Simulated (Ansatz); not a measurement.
**Question.** Each is relaxed and computed with r²SCAN in the plane-wave PAW code Ansatz. Which is the only one with a gap?
A) Si2Ni, fluorite or antifluorite type
B) NiGe, CsCl type
C) KNiF3, cubic perovskite
D) SiNi2, Pnma (Si on 4c, Ni on 4c, Ni on 4c)

**Answer.** C, KNiF3, cubic perovskite. KNiF3: gap 3.25 eV; NiGe: metal; SiNi2: metal; Si2Ni: metal. Spin orders computed, not proven ground states: KNiF3, cubic perovskite antiferromagnetic. Constructed cells (a structure type filled with these elements, in neither database checked): NiGe, CsCl type. Standing as an ambient phase not checked: KNiF3, cubic perovskite. Began spin-polarised and lost the moments: NiGe, CsCl type; SiNi2, Pnma (Si on 4c, Ni on 4c, Ni on 4c); Si2Ni, fluorite or antifluorite type. All cells were relaxed under the symmetry of their starts (and spin orders); stability against distortions was not tested throughout. Cells of antiferromagnets are given as chemical subcells. No Hubbard U is applied. Scalar-relativistic: spin–orbit coupling is off unless named, which matters more the heavier the elements.

Potentials: the later of the program's two PAW sets.
